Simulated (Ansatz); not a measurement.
Input and command of a plane-wave DFT calculation in Ansatz:

```yaml
crystal:
  lattice:
    - [-1.698700725, 1.698700725, 1.698700725]
    - [1.698700725, -1.698700725, 1.698700725]
    - [1.698700725, 1.698700725, -1.698700725]
  atoms:
    - { symbol: Au, position: [0.0, 0.0, 0.0] }
basis:
  ecutwfc: 420
kpoints:
  mp_grid: { grid: [20, 20, 20] }
hamiltonian:
  xc: pbesol
scf:
  occupations: { method: gaussian, width: 0.15 }
output:
  forces: true
  stress: true
  eigenvalues: true
```

```bash
ansatz run input.yaml --threads 1 --pin off --max-ram 2560MiB --backend cpu --events-out ev --progress --plain --runs-dir out
```

Processor: Intel(R) Xeon(R) Processor @ 2.50GHz (Skylake/Cascade Lake), 1 thread, on a host shared with other jobs.

How long does it run, and how much memory does it take?

About 7.1 s on 1 thread of Intel(R) Xeon(R) Processor @ 2.50GHz (Skylake/Cascade Lake), on a shared host, peak memory 0.36 GiB. It solves 14 bands at 256 k points (the mesh reduced by symmetry) with about 381 plane waves, in 6 SCF iterations.
